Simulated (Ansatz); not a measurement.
BiTe:
```
BiTe
1.0
    0.00000     3.25045     3.25045
    3.25045     0.00000     3.25045
    3.25045     3.25045     0.00000
Bi Te
1 1
Direct
  0.00000   0.00000   0.00000
  0.50000   0.50000   0.50000
```

Relaxed with PBE. Special points in fractions of this cell's reciprocal vectors: Γ (0.000, 0.000, 0.000); X (0.500, 0.000, 0.500); U (0.625, 0.250, 0.625); K (0.375, 0.375, 0.750); L (0.500, 0.500, 0.500); W (0.500, 0.250, 0.750).

### Question
List the band energies nearest the Fermi level at these points for PBE (plane waves, PAW; program Ansatz).

### Answer
In eV from the Fermi level; about four levels below and three above (degenerate sets whole), none deeper than 8.9 eV; points with the same levels are listed once.

| k | below | above |
|---|---|---|
| Γ | -8.16 -2.49 -2.49 -2.49 | 2.15 2.15 2.15 |
| X | -5.54 -3.93 -3.93 | 2.32 3.55 3.55 |
| U | -5.18 -3.43 -3.38 | 1.97 1.98 3.88 |
| L | -1.58 -0.79 -0.58 -0.58 | 7.31 7.80 8.31 8.31 |
| W | -4.86 -4.86 -1.55 -0.23 | 3.91 3.91 5.17 5.17 |

Space group Fm-3m (rock salt). The first step of the workflow began from a Materials Project structure, measured or hypothetical; the Crystallography Open Database files this formula in space group No. 225, but the cells were not matched. Its standing as an ambient phase is unchecked. Symmetry was held in the PBE relaxation; its stability against distortions is not shown here. With an odd number of electrons in the cell and no spin polarisation, the count alone makes it a metal. Spin–orbit coupling is left out wherever it is not named.

Potentials: the earlier of the program's two PAW sets.
